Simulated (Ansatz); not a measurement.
TiSi2 in space group Cmcm (No. 63; Si on 4c, Si on 4c, Ti on 4c) is relaxed with r²SCAN in the plane-wave PAW code Ansatz. What lattice parameters of the conventional cell result?

a = 3.527 Å, b = 13.514 Å, c = 3.565 Å.

Give the free coordinates with the occupied sites.

In one choice of origin and axes:

```csv
atom,site,symmetry,x,y,z
Si,4c,m2m,0.0000,0.0584,0.7500
Si,4c,m2m,0.0000,0.2502,0.2500
Ti,4c,m2m,0.0000,0.6032,0.2500
```

Is it a metal or does it have a gap at this level?

No gap at this level.

The cell was relaxed with r²SCAN under the symmetry of its start. No spin polarisation was allowed.

Potentials: the later of the program's two PAW sets.
